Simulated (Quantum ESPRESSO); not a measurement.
# Ga2AlInP4: finding a planted mistake in a log

Simulated, not a measurement. The program is pw.x of Quantum ESPRESSO 7.5 (plane-wave density functional theory). The cell is made up: 8 atoms on a zincblende/diamond lattice, with randomly drawn elements, strain and displacements, not relaxed. PseudoDojo standard norm-conserving files (v0.5 for PBE, v0.4.1 for LDA and PBEsol) set the functional; there is no spin polarisation, spin-orbit coupling or dispersion term, and the masses in the input are unused placeholders.

Intended input:

```
&control calculation='scf', pseudo_dir='./dojo.nc.sr.pbe.v0_5.standard.upf', outdir='./o', disk_io='medium', tprnfor=.true., tstress=.true. /
&system ibrav=0, nat=8, ntyp=4, nbnd=37, ecutwfc=79.96652505, nosym=.true., tot_charge=0,
 occupations='smearing', smearing='fd', degauss=0.0018374661
/
&electrons conv_thr=7.350e-09, electron_maxstep=60, /
ATOMIC_SPECIES
Al 1.0 Al.upf
Ga 1.0 Ga.upf
In 1.0 In.upf
P 1.0 P.upf
CELL_PARAMETERS angstrom
5.7198 0.0145 0.001
0.0145 5.6304 -0.0697
0.001 -0.0697 5.5802
ATOMIC_POSITIONS angstrom
Ga 0.0838 0.0117 -0.0363
Al 0.0338 2.7978 2.7874
In 2.8587 0.0137 2.7832
Ga 2.8527 2.7876 0.011
P 1.4212 1.4137 1.3704
P 1.4467 4.1747 4.1562
P 4.293 1.3854 4.1696
P 4.3168 4.2283 1.3196
K_POINTS automatic
4 4 4 1 1 1
```

The log is shortened where brackets say so; the opening notice, blank lines, dates and the lines on written files are dropped, and the path of the files is cut. It prints rydbergs, bohrs and kilobars, and counts compression as positive stress.

Log of the intended run:

```
     Program PWSCF v.7.5
     Parallel version (MPI & OpenMP), running on       1 processor cores
     Number of MPI processes:                 1
     Threads/MPI process:                     1
     [start-up lines left out]
     bravais-lattice index     =            0
     lattice parameter (alat)  =      10.8089  a.u.
     unit-cell volume          =    1212.5410 (a.u.)^3
     number of atoms/cell      =            8
     number of atomic types    =            4
     number of electrons       =        62.00
     number of Kohn-Sham states=           37
     kinetic-energy cutoff     =      79.9665  Ry
     charge density cutoff     =     319.8661  Ry
     scf convergence threshold =      7.3E-09
     mixing beta               =       0.7000
     number of iterations used =            8  plain     mixing
     Exchange-correlation= PBE
                           (   1   4   3   4   0   0   0)
     [axes and pseudopotential details left out]
   Cartesian axes
     site n.     atom                  positions (alat units)
         1        Ga     tau(   1) = (   0.0146508   0.0020455  -0.0063464  )
         2        Al     tau(   2) = (   0.0059093   0.4891414   0.4873232  )
         3        In     tau(   3) = (   0.4997886   0.0023952   0.4865889  )
         4        Ga     tau(   4) = (   0.4987396   0.4873581   0.0019231  )
         5        P      tau(   5) = (   0.2484694   0.2471582   0.2395880  )
         6        P      tau(   6) = (   0.2529276   0.7298658   0.7266315  )
         7        P      tau(   7) = (   0.7505483   0.2422105   0.7289742  )
         8        P      tau(   8) = (   0.7547093   0.7392367   0.2307066  )
     number of k points=    32  Fermi-Dirac smearing, width (Ry)=  0.0018
                       cart. coord. in units 2pi/alat
        k(    1) = (   0.1246526   0.1282698   0.1297074), wk =   0.0625000
        k(    2) = (   0.1245997   0.1314427   0.3860021), wk =   0.0625000
     [further k points left out]
     Dense  grid:   117053 G-vectors     FFT dimensions: (  64,  64,  64)
     Estimated max dynamical RAM per process >     156.97 MB
     Initial potential from superposition of free atoms
     starting charge      61.9877, renormalised to      62.0000
     Starting wfcs are   47 randomized atomic wfcs
     total cpu time spent up to now is       11.6 secs
     per-process dynamical memory:    92.7 Mb
     Self-consistent Calculation
     iteration #  1     ecut=    79.97 Ry     beta= 0.70
     Davidson diagonalization with overlap
     ethr =  1.00E-02,  avg # of iterations =  4.0
     Threshold (ethr) on eigenvalues was too large:
     Diagonalizing with lowered threshold
     Davidson diagonalization with overlap
     ethr =  5.41E-04,  avg # of iterations =  2.0
     total cpu time spent up to now is       56.5 secs
     total energy              =    -498.94672317 Ry
     estimated scf accuracy    <       0.34387662 Ry
     iteration #  2     ecut=    79.97 Ry     beta= 0.70
     Davidson diagonalization with overlap
     ethr =  5.55E-04,  avg # of iterations =  2.5
     total cpu time spent up to now is       80.3 secs
     total energy              =    -499.03155511 Ry
     estimated scf accuracy    <       0.08041974 Ry
     [iterations 3 to 8 left out]
     iteration #  9     ecut=    79.97 Ry     beta= 0.70
     Davidson diagonalization with overlap
     ethr =  1.15E-10,  avg # of iterations =  4.5
     total cpu time spent up to now is      268.0 secs
     total energy              =    -499.04699069 Ry
     estimated scf accuracy    <       0.00000006 Ry
     iteration # 10     ecut=    79.97 Ry     beta= 0.70
     Davidson diagonalization with overlap
     ethr =  9.35E-11,  avg # of iterations =  2.0
     total cpu time spent up to now is      286.8 secs
     End of self-consistent calculation
     [lines on levels left out]
!    total energy              =    -499.04699069 Ry
     estimated scf accuracy    <          2.0E-09 Ry
     smearing contrib. (-TS)   =      -0.00000000 Ry
     internal energy E=F+TS    =    -499.04699069 Ry
     The total energy is F=E-TS. E is the sum of the following terms:
     one-electron contribution =    -237.10172474 Ry
     hartree contribution      =     160.30024664 Ry
     xc contribution           =    -142.40517278 Ry
     ewald contribution        =    -279.84033981 Ry
     convergence has been achieved in  10 iterations
     Forces acting on atoms (cartesian axes, Ry/au):
     atom    1 type  2   force =    -0.03447375    0.00113978    0.00839754
     atom    2 type  1   force =    -0.02143882    0.00491372   -0.00830062
     atom    3 type  3   force =    -0.00623568   -0.01892201   -0.00052323
     atom    4 type  2   force =     0.00921100    0.01450053   -0.00717053
     atom    5 type  4   force =    -0.02753392    0.02900692   -0.01804125
     atom    6 type  4   force =    -0.00650036   -0.03244891    0.01232297
     atom    7 type  4   force =     0.04731414    0.03289359    0.03367276
     atom    8 type  4   force =     0.03965739   -0.03108361   -0.02035766
     Total force =     0.114615     Total SCF correction =     0.000105
     Computing stress (Cartesian axis) and pressure
          total   stress  (Ry/bohr**3)                   (kbar)     P=       -1.17
  -0.00006897  -0.00001667   0.00001010          -10.15       -2.45        1.49
  -0.00001667   0.00000436   0.00015129           -2.45        0.64       22.26
   0.00001010   0.00015129   0.00004072            1.49       22.26        5.99
     init_run     :     10.24s CPU     11.49s WALL (       1 calls)
     electrons    :    258.73s CPU    275.21s WALL (       1 calls)
     forces       :      3.09s CPU      3.13s WALL (       1 calls)
     stress       :     11.53s CPU     12.04s WALL (       1 calls)
     [timing details left out]
     PWSCF        :   4m43.76s CPU   5m 2.14s WALL
     JOB DONE.
```

A second run was made from an input with one planted mistake. Its log:

```
     Program PWSCF v.7.5
     Parallel version (MPI & OpenMP), running on       1 processor cores
     Number of MPI processes:                 1
     Threads/MPI process:                     1
     [start-up lines left out]
     bravais-lattice index     =            0
     lattice parameter (alat)  =      10.8089  a.u.
     unit-cell volume          =    1212.5410 (a.u.)^3
     number of atoms/cell      =            8
     number of atomic types    =            4
     number of electrons       =        63.00
     number of Kohn-Sham states=           38
     kinetic-energy cutoff     =      79.9665  Ry
     charge density cutoff     =     319.8661  Ry
     scf convergence threshold =      7.3E-09
     mixing beta               =       0.7000
     number of iterations used =            8  plain     mixing
     Exchange-correlation= PBE
                           (   1   4   3   4   0   0   0)
     [axes and pseudopotential details left out]
   Cartesian axes
     site n.     atom                  positions (alat units)
         1        Ga     tau(   1) = (   0.0146508   0.0020455  -0.0063464  )
         2        Al     tau(   2) = (   0.0059093   0.4891414   0.4873232  )
         3        In     tau(   3) = (   0.4997886   0.0023952   0.4865889  )
         4        Ga     tau(   4) = (   0.4987396   0.4873581   0.0019231  )
         5        P      tau(   5) = (   0.2484694   0.2471582   0.2395880  )
         6        P      tau(   6) = (   0.2529276   0.7298658   0.7266315  )
         7        P      tau(   7) = (   0.7505483   0.2422105   0.7289742  )
         8        P      tau(   8) = (   0.7547093   0.7392367   0.2307066  )
     number of k points=    32  Fermi-Dirac smearing, width (Ry)=  0.0018
                       cart. coord. in units 2pi/alat
        k(    1) = (   0.1246526   0.1282698   0.1297074), wk =   0.0625000
        k(    2) = (   0.1245997   0.1314427   0.3860021), wk =   0.0625000
     [further k points left out]
     Dense  grid:   117053 G-vectors     FFT dimensions: (  64,  64,  64)
     Estimated max dynamical RAM per process >     158.10 MB
     Initial potential from superposition of free atoms
     starting charge      61.9877, renormalised to      63.0000
     Starting wfcs are   47 randomized atomic wfcs
     total cpu time spent up to now is       11.4 secs
     per-process dynamical memory:    92.9 Mb
     Self-consistent Calculation
     iteration #  1     ecut=    79.97 Ry     beta= 0.70
     Davidson diagonalization with overlap
     ethr =  1.00E-02,  avg # of iterations =  4.1
     total cpu time spent up to now is       36.2 secs
     total energy              =    -498.16004519 Ry
     estimated scf accuracy    <       0.66300775 Ry
     iteration #  2     ecut=    79.97 Ry     beta= 0.70
     Davidson diagonalization with overlap
     ethr =  1.05E-03,  avg # of iterations =  3.0
     total cpu time spent up to now is       62.9 secs
     total energy              =    -498.38320655 Ry
     estimated scf accuracy    <       0.29722084 Ry
     [iterations 3 to 9 left out]
     iteration # 10     ecut=    79.97 Ry     beta= 0.70
     Davidson diagonalization with overlap
     ethr =  6.89E-10,  avg # of iterations =  2.0
     total cpu time spent up to now is      262.1 secs
     total energy              =    -498.44579428 Ry
     estimated scf accuracy    <       0.00000003 Ry
     iteration # 11     ecut=    79.97 Ry     beta= 0.70
     Davidson diagonalization with overlap
     ethr =  4.06E-11,  avg # of iterations =  4.5
     total cpu time spent up to now is      294.2 secs
     End of self-consistent calculation
     [lines on levels left out]
!    total energy              =    -498.44579429 Ry
     estimated scf accuracy    <          2.5E-09 Ry
     smearing contrib. (-TS)   =      -0.00032779 Ry
     internal energy E=F+TS    =    -498.44546650 Ry
     The total energy is F=E-TS. E is the sum of the following terms:
     one-electron contribution =    -235.91198921 Ry
     hartree contribution      =     160.39489764 Ry
     xc contribution           =    -143.08803512 Ry
     ewald contribution        =    -279.84033981 Ry
     convergence has been achieved in  11 iterations
     Forces acting on atoms (cartesian axes, Ry/au):
     atom    1 type  2   force =    -0.02887167    0.00402973    0.00755031
     atom    2 type  1   force =    -0.01552503    0.00169258   -0.00663075
     atom    3 type  3   force =    -0.01303560   -0.01522189    0.00022888
     atom    4 type  2   force =     0.00226707    0.01089243   -0.00647112
     atom    5 type  4   force =    -0.02895889    0.03074256   -0.01428114
     atom    6 type  4   force =    -0.00827482   -0.03479326    0.00812051
     atom    7 type  4   force =     0.04966126    0.03531705    0.02939965
     atom    8 type  4   force =     0.04273767   -0.03265920   -0.01791634
     Total force =     0.113520     Total SCF correction =     0.000175
     Computing stress (Cartesian axis) and pressure
          total   stress  (Ry/bohr**3)                   (kbar)     P=      107.53
   0.00068660  -0.00001033   0.00001041          101.00       -1.52        1.53
  -0.00001033   0.00073740   0.00013378           -1.52      108.48       19.68
   0.00001041   0.00013378   0.00076892            1.53       19.68      113.11
     init_run     :      9.33s CPU     11.26s WALL (       1 calls)
     electrons    :    258.94s CPU    282.90s WALL (       1 calls)
     forces       :      3.79s CPU      3.88s WALL (       1 calls)
     stress       :     14.33s CPU     15.07s WALL (       1 calls)
     [timing details left out]
     PWSCF        :   4m46.58s CPU   5m13.51s WALL
     JOB DONE.
```

Question: what was wrong in the second input?

Answer: the cell has the wrong charge. The input lines that differ, file-writing options aside:

```
- &system ibrav=0, nat=8, ntyp=4, nbnd=37, ecutwfc=79.96652505, nosym=.true., tot_charge=0,
+ &system ibrav=0, nat=8, ntyp=4, nbnd=38, ecutwfc=79.96652505, nosym=.true., tot_charge=-1,
```

```
                                            intended run  run with the mistake
                          free energy (eV)     -6789.880             -6781.701
                    smearing term -TS (eV)        0.0000               -0.0045
                            pressure (GPa)         -0.12                 10.75
            largest force component (eV/Å)         1.216                 1.277
largest change of a force component (eV/Å)                               0.179
                                iterations            10                    11
```

For scale, a rerun of the intended cell at 1377 eV and a 6 x 6 x 6 mesh moved values by no more than 0.008 eV in energy, 0.02 GPa in stress and 0.002 eV/Å in force. The charged cell sits in a uniform background, so its energy and stress rest on the program's zero of potential. The number of bands, nbnd, was set by rule from the electron count and the smearing, so it follows the mistake.